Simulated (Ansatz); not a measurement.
## Stationary points along a deformation path in WC

These are results of DFT PBE, scalar-relativistic, plane waves, PAW (Ansatz), not measurements. Settings: plane waves to 420 eV, k-mesh 21×21×18 (Γ-centred), Gaussian smearing 0.15 eV. Spin–orbit coupling is left out, which can shift energies with elements as heavy as these. No spin polarisation. Energies are free energies at this smearing, counted from the undisturbed cell; pressure is positive in compression.

Zero of the scan (as given, not relaxed at this level; it stands at 8.5 GPa):

```xyz
2
Lattice="2.9005 0.0000 0.0000 -1.4503 2.5119 0.0000 0.0000 0.0000 2.8290" Properties=species:S:1:pos:R:3 pbc="T T T"
W     2.9005    0.0000    0.0000
C     1.4503    0.8373    1.4145
```

At fixed volume and fractional coordinates, lengths along (0.000, 0.000, 1.000) are scaled against those across it; ρ is that ratio over its starting value. V = 10.306 Å³/atom. Δσ is the stress along the axis less the mean stress across it (compression positive).

| ρ | ΔE (meV/atom) | Δσ (GPa) | space group |
| --- | --- | --- | --- |
| 0.850 | 439.5 | 127.73 | P-6m2 |
| 0.920 | 114.5 | 64.34 | P-6m2 |
| 1.000 | 0.0 | 0.38 | P-6m2 |
| 1.100 | 138.8 | -66.78 | P-6m2 |
| 1.200 | 488.4 | -118.65 | P-6m2 |

Question: How does the stress give the slope of the energy, and where is the energy stationary?

Answer: Along the path d ln(length) is 2/3 d ln ρ on the axis and −1/3 d ln ρ across it, so dE/d ln ρ = −(2/3) V Δσ: the energy falls with ρ where Δσ is positive. Δσ vanishes or changes sign between ρ = 1.000 and 1.100, a minimum (near 1.00 by linear interpolation). Pairs of stationary points between two samples would go unseen, and could change a minimum read from distant neighbours into a maximum.

Question: Integrate that slope from ρ = 1 to 1.200 by the trapezoid rule.

Answer: With V/N in Å³ and 1 eV/Å³ = 160.2 GPa the slopes at ρ = 1.000, 1.100, 1.200 are -16, 2864, 5088 meV/atom per unit of ln ρ. The steps add 135.7 + 345.9 = 481.6 meV/atom, against 488.4 from the energies; the trapezoid rule misses the curvature of the slope within each step.

In a metal these slopes depend on the k mesh and the smearing.